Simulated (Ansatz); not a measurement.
WS2 — ³³S NMR of the central transition

Cell: an entry of the Crystallography Open Database (COD), its atoms then relaxed with PBE in this cell.

Space group P6_3/mmc (No. 194); a = 3.1532, c = 12.3230 Å, γ = 120.00°.

| site | Wyckoff | site symmetry | x | y | z |
| --- | --- | --- | --- | --- | --- |
| W | 2c | -6m2 | 0.3333 | 0.6667 | 0.2500 |
| S | 4f | 3m. | 0.3333 | 0.6667 | 0.6221 |

One atom of each set is listed.

Computed with Ansatz: DFT, PBE, plane waves and PAW, scalar-relativistic, collinear spin, 420 eV cutoff, Γ-centred 16×16×4 k-points, Fermi–Dirac smearing 0.02 eV. Start moments as typed (μB): 2 on each W, none on the rest.

³³S has I = 3/2 and Q = -69.40 mb (Pyykkö 2018); at 21.1 T its Larmor frequency is ν₀ = 69.0 MHz. Only the quadrupole interaction is simulated: positions count from each site's isotropic chemical shift, and shift anisotropy, dipolar and J coupling are left out.

Problem. Simulate the second-order pattern (static powder, Gaussian broadening 3 kHz) of site S (3 W at 2.41 Å; also 7 S at 3.15 Å).

Solution. The calculation gives C_Q = 7.20 MHz and η = 0.00, so ν_Q = 3.60 MHz and the centre of gravity lies at -272 ppm (-18.8 kHz).

```tsv
offset (kHz)	height
-68.6	0
-65.1	16
-61.5	100
-58.0	64
-54.4	47
-50.9	39
-47.3	35
-43.8	32
-40.3	30
-36.7	28
-33.2	27
-29.6	26
-26.1	25
-22.5	25
-19.0	24
-15.5	24
-11.9	24
-8.4	24
-4.8	23
-1.3	23
2.3	19
5.8	19
9.3	20
12.9	21
16.4	23
20.0	24
23.5	28
27.1	33
30.6	45
34.1	71
37.7	12
41.2	0
```

An axis of threefold or higher order runs through S, so V_zz lies along it and η is zero.

Without spin–orbit coupling the gradients at and beside W can be off by some per cent, at some sites by more. The start moments die out, and the run ends without spin.

The relaxation (3 steps) took 70 s of wall time (69 s of CPU time) and 0.86 GiB at its peak, on 1 thread of Intel Xeon Platinum 8488C (Sapphire Rapids) (x86_64; 16 cores open to the job, memory cap 3.0 GiB, no GPU), a shared host with a load of 0.1 a core.
